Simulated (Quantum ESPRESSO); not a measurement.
Ag3Pd4Cu, one composition in several site orders

A calculation, not a measurement. The program is pw.x of Quantum ESPRESSO 7.5 (plane-wave density functional theory). The cell is made up: eight metal atoms on a hexagonal close-packed lattice, with elements, volume, strain and displacements drawn at random and not relaxed, so it may be unstable or far from any real phase. PseudoDojo standard norm-conserving files set the functional (PBE unless stated); there is no spin polarisation or spin-orbit coupling, the Fermi-Dirac width of 0.25 eV means electrons at about 2900 K, and the masses in the input are unused placeholders. The copper pseudopotential is less sure than most, with forces differing by about three percent and pressure by about two GPa from a second method on plain copper. A spin test at this wide smearing found no moment, but such smearing suppresses magnetism that the real alloy may have.

The runs put one composition on the sites in different orders. Cell, positions, cutoff, mesh and smearing stay as in the input of run 1; sites are counted in its order. Stress in the tables is positive in tension.

Input of run 1:

```
&control calculation='scf', pseudo_dir='./dojo.nc.sr.pbe.v0_5.standard.upf', outdir='./o', disk_io='minimal', tprnfor=.true., tstress=.true. /
&system ibrav=0, nat=8, ntyp=3, nbnd=87, ecutwfc=92.02030273, nosym=.true., tot_charge=0,
 occupations='smearing', smearing='fd', degauss=0.0183746611
/
&electrons conv_thr=1.470e-08, electron_maxstep=70, mixing_beta=0.5 /
ATOMIC_SPECIES
Ag 1.0 Ag.upf
Cu 1.0 Cu.upf
Pd 1.0 Pd.upf
CELL_PARAMETERS angstrom
-2.837 0.0424 -0.002
-0.0032 -0.0103 -4.7396
0.1469 -10.0757 -0.0216
ATOMIC_POSITIONS angstrom
Ag -0.081 0.0049 0.0206
Pd 0.0992 -5.0628 -0.0428
Ag 0.0835 -3.3592 -2.5238
Cu 0.1377 -8.3821 -2.3411
Pd -1.441 -2.5664 0.0703
Pd -1.2809 -7.622 0.1649
Pd -1.5285 -0.8444 -2.3765
Ag -1.35 -5.7863 -2.2434
K_POINTS automatic
8 5 3 1 1 1
```

| run | elements on sites 1 to 8 | free energy less that of run 1 (eV) | -TS (eV) | pressure (GPa) | stress xx (GPa) | stress yy (GPa) | stress zz (GPa) | stress yz (GPa) | stress xz (GPa) | stress xy (GPa) | iterations |
| --- | --- | --- | --- | --- | --- | --- | --- | --- | --- | --- | --- |
| 1 | Ag Pd Ag Cu Pd Pd Pd Ag | 0.000 | -1.110 | -4.96 | 3.68 | 6.76 | 4.45 | 0.01 | 0.59 | -1.20 | 19 |
| 2 | Pd Pd Pd Ag Pd Cu Ag Ag | -0.032 | -1.159 | -5.17 | 3.93 | 7.38 | 4.19 | -0.04 | 0.57 | -1.22 | 18 |
| 3 | Pd Pd Ag Pd Ag Pd Ag Cu | 0.004 | -1.188 | -5.22 | 3.86 | 7.05 | 4.76 | 0.68 | 0.57 | -1.09 | 19 |
| 4 | Pd Cu Pd Pd Ag Ag Ag Pd | -0.062 | -1.109 | -5.18 | 3.93 | 6.99 | 4.62 | 1.09 | 0.60 | -1.00 | 21 |
| 5 | Ag Ag Pd Cu Pd Pd Ag Pd | -0.018 | -1.164 | -4.98 | 3.75 | 6.57 | 4.63 | -0.36 | 0.58 | -1.14 | 17 |
| 6 | Ag Ag Pd Pd Ag Cu Pd Pd | -0.065 | -1.065 | -5.24 | 4.31 | 7.21 | 4.20 | 0.02 | 0.58 | -1.28 | 21 |

Forces Fx Fy Fz (eV/Å):

| site | run 1 | run 2 | run 3 | run 4 | run 5 | run 6 |
| --- | --- | --- | --- | --- | --- | --- |
| 1 | 0.06 -0.17 -0.12 | 0.04 0.19 -0.04 | 0.06 0.12 -0.09 | 0.05 -0.17 -0.11 | 0.06 0.00 -0.13 | 0.03 0.25 -0.08 |
| 2 | -0.13 -0.11 0.66 | -0.15 -0.18 0.68 | -0.10 -0.75 0.04 | -0.06 -0.07 0.16 | -0.12 -0.18 0.60 | -0.14 -0.52 0.61 |
| 3 | -0.39 -0.03 1.29 | -0.39 -0.19 1.04 | -0.42 -0.91 1.38 | -0.41 -0.86 1.18 | -0.40 -0.31 1.11 | -0.41 -0.26 1.38 |
| 4 | -0.03 -0.15 0.15 | -0.09 0.08 0.23 | -0.06 0.37 0.51 | -0.11 0.03 0.67 | -0.03 0.41 0.18 | -0.09 0.26 0.14 |
| 5 | 0.35 0.42 -1.29 | 0.35 0.32 -1.08 | 0.36 0.56 -1.36 | 0.29 0.13 -1.29 | 0.35 0.38 -1.06 | 0.35 0.58 -1.27 |
| 6 | -0.05 0.44 -0.20 | -0.01 0.18 -0.34 | -0.04 0.54 -0.54 | 0.00 0.74 -0.69 | -0.05 0.27 -0.18 | -0.02 0.20 -0.17 |
| 7 | 0.17 0.48 0.23 | 0.19 0.01 0.26 | 0.19 0.52 0.27 | 0.20 0.29 0.25 | 0.18 0.20 0.26 | 0.21 0.17 0.21 |
| 8 | 0.02 -0.88 -0.72 | 0.06 -0.40 -0.75 | 0.02 -0.44 -0.21 | 0.04 -0.08 -0.16 | 0.01 -0.78 -0.78 | 0.06 -0.69 -0.83 |

The sites are displaced and not relaxed, so the energy differences mix bonding between neighbours with strain and are not ordering energies. A rerun of one cell of this series at a higher cutoff and on a denser mesh moved values by no more than 0.013 eV in energy, 0.04 GPa in stress and 0.006 eV/Å in force, and a second program with other atomic files agreed on that cell to 2 % rms in force and 0.5 GPa in pressure.